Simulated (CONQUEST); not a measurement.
Input and output of a self-consistent single point for SrTiO3 (P4/mmm, 5 atoms in the cell; from Materials Project mp-5229, changed as shown) (CONQUEST).

All values come from this method and carry its errors: CONQUEST 1.3 with PBE, numerical atomic orbitals double-zeta with polarisation (the shipped basis), PseudoDojo norm-conserving potentials made for PBE.

The change in words: lattice vector c scaled by 1.01. Reference geometry (Pm-3m):
```
CELL_PARAMETERS angstrom
      3.94909     0.00000     0.00000
      0.00000     3.94909     0.00000
      0.00000     0.00000     3.94909
ATOMIC_POSITIONS crystal
  Sr 0.00000 0.00000 0.00000
  Ti 0.50000 0.50000 0.50000
  O  0.50000 0.00000 0.50000
  O  0.00000 0.50000 0.50000
  O  0.50000 0.50000 0.00000
```

Reference input (self-consistent single point, DFT, PBE, numerical atomic orbitals double-zeta with polarisation (the shipped basis), PseudoDojo norm-conserving potentials made for PBE): basis = DZP; Diag.MPMeshX, Y, Z = 6 6 6; potentials = PseudoDojo norm-conserving PBE; Grid.GridCutoff = 140 Ha; DM.SolutionMethod = diagon; Diag.SmearingType = 1; Diag.kT = 0.000367 Ha; Diag.GammaCentred = true; Diag.MPOrder = 0; minE.SCTolerance = 1.0e-07; SC.MaxIters = 100; SC.LinearMixingFactor = 0.5. This run's input differs from it in these lines:

```diff
@@ -38,3 +38,3 @@
      0.000000000      3.949088000      0.000000000
-     0.000000000      0.000000000      3.949088000
+     0.000000000      0.000000000      3.988579000
 5
```

The program printed (abridged):

```
    new_SC_potl: Starting.  Tolerance:  0.10000E-06

    PulayMixSC: Starting Pulay mixing, A_up =  0.500 A_dn =  0.500
    PulayMixSC: Spin non-polarised calculation.
    PulayMixSC: with Kerker preconditioning, q0 =  0.100
          Harris-Foulkes Energy            :     -3910.311119840325773 eV
          (TS=0 as O(N) or entropic contribution is negligible)
          DFT Total Energy                 :     -3892.447620888879101 eV
          Total number of electrons        :        40.000000000000021
    PulayMixSC: Pulay iteration     1 residual:              0.93165E-02
   [... lines left out ...]
          (TS=0 as O(N) or entropic contribution is negligible)
          DFT Total Energy                 :     -3905.050659387386986 eV
          Total number of electrons        :        39.999994902188881
    PulayMixSC: Pulay iteration    11 residual:              0.20282E-06
          Harris-Foulkes Energy            :     -3905.050659388471558 eV
          (TS=0 as O(N) or entropic contribution is negligible)
          DFT Total Energy                 :     -3905.050659388536587 eV
          Total number of electrons        :        39.999994903095754
    PulayMixSC: Pulay iteration    12 residual:              0.23472E-07
    PulayMixSC: Reached SCF tolerance of  0.23472E-07 after     12 iterations
      | Number of electrons      =        39.999995
      |* band energy as 2Tr[K.H] =      -973.040090889331054 eV
      |  screened ion-ion energy =     -2928.283775457686716 eV
      |  Ha correction           =       -12.370004792339241 eV
      |  XC correction           =         8.643219002671279 eV
      |* Harris-Foulkes energy   =     -3905.050659388471558 eV
      |* DFT total energy        =     -3905.050659388536587 eV
      |  estimated accuracy      =         0.000000000064965 eV

    force: Forces on atoms (eV/A )
    force:  Atom   X              Y              Z
    force:     1   0.0000000000  -0.0000000000   0.0000000000
   [... zero for the other atoms too ...]

    force: Maximum force :        0.00000000(eV/A ) on atom         1 in z direction
    force: Force Residual:        0.00000000 eV/A
    force: Total stress:          1.42365025     0.00000000     0.00000000 GPa
                             0.00000000     1.42365025     0.00000000
                             0.00000000     0.00000000     4.01006092
    force: Average pressure:     -2.28578714 GPa

    force: Finished force
    get_E_and_F: Change in energy during last step of electronic optimisation: -0.12636E-09
```

The run converged in 12 iterations. CONQUEST prints the stress tensor with tension positive. Against the reference run the free energy goes up by 1.3 meV/atom, the pressure goes from -0.42 to -2.29 GPa and the gap on the mesh goes from 1.706 to 1.669 eV.

The program uses no crystal symmetry, so grid and mesh can part values that symmetry would make equal. The atom-centred basis is finite, which shifts total energies, pressures and gaps against plane waves. The structure comes from a collection of computed structures, made at another level of theory; the collection holds predicted forms beside known ones. Its lattice was then scaled.

Cost on one core: around 10 core-minutes (rough).
